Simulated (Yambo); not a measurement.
BSE-type run in Yambo on Sr2H3I (space group P-3m1, No. 164), at zero momentum.

Quantum ESPRESSO step (PBEsol, PseudoDojo standard norm-conserving files, scalar-relativistic):
```
&CONTROL
  calculation = 'nscf'
  pseudo_dir = './pseudo'
  outdir = './out'
/
&SYSTEM
  ibrav = 0
  nat = 6
  ntyp = 3
  ecutwfc = 72.0
  ecutrho = 288.0
  occupations = 'fixed'
  force_symmorphic = .true.
  nbnd = 63
/
&ELECTRONS
  conv_thr = 6.000000000000001e-09
  diago_full_acc = .true.
  diago_thr_init = 1e-08
/
ATOMIC_SPECIES
H 1.0080 H.upf
Sr 87.6200 Sr.upf
I 126.9045 I.upf
CELL_PARAMETERS angstrom
  4.242730017000   0.000000000000   0.000000000000
 -2.121365008000   3.674311976000   0.000000000000
  0.000000000000   0.000000000000   7.682750000000
ATOMIC_POSITIONS crystal
H   0.000000000000   0.000000000000   0.500000000000
H   0.666666667000   0.333333333000   0.357250000000
H   0.333333333000   0.666666667000   0.642750000000
Sr   0.666666667000   0.333333333000   0.678660000000
Sr   0.333333333000   0.666666667000   0.321340000000
I   0.000000000000   0.000000000000   0.000000000000
K_POINTS automatic
6 6 4 0 0 0
```

Yambo input:
```
rim_cut
optics
bse
bss
dipoles
em1s
RandQpts= 1000000
RandGvec= 1 Ry
FFTGvecs= 40 Ry
Chimod= "HARTREE"
BSKmod= "SEX"
BSEmod= "resonant"
BSSmod= "hs"
BSENGexx= 15 Ry
BSENGBlk= 2 Ry
% KfnQP_E
 1.618 | 1.0 | 1.0 |
%
% BSEQptR
 1 | 1 |
%
% BSEBands
 11 | 26 |
%
% BEnRange
 0.0 | 9.1 | eV
%
% BDmRange
 0.15 | 0.15 | eV
%
BEnSteps= 182
% BLongDir
 1.0 | 0.0 | 0.0 |
%
BSHayTrs= -0.02
BSSNEig= 24
WRbsWF
% BndsRnXs
 1 | 58 |
%
NGsBlkXs= 2 Ry
% LongDrXs
 1.0 | 1.0 | 1.0 |
%
```

From the report:

The dimension is k points × valence × conduction bands = 144 × 5 × 11 = 7920.
```
   [SLEPC] Approach                          : Krylov-Schur
   [SLEPC] Number of requested eigenvalues   :  24
   [SLEPC] Number of eigenvalues        [NEV]:  24
    [K] Dimension                                    :   7920
    [K] Bands                                        :  11  26
    [K] Exchange res                                 : yes
    [K] Correlation res                              : yes
    [K] W interaction is bare                        : no
    [K] RL vectors exchange                          :   787
    [K] RL vectors correlation                       :   43
    [W] Matrix size                                  :   43
    [W] Bands                                        :    1   58
    [W] Coulomb Cutoff                               : none
    [W] Hxc Kernel                                   : HARTREE
```

Spin-orbit coupling is not included.

Geometry of the Materials Project entry, not relaxed at this level.

The structure is a Materials Project entry; no match was found in the copy of COD used, and its stability was not checked.
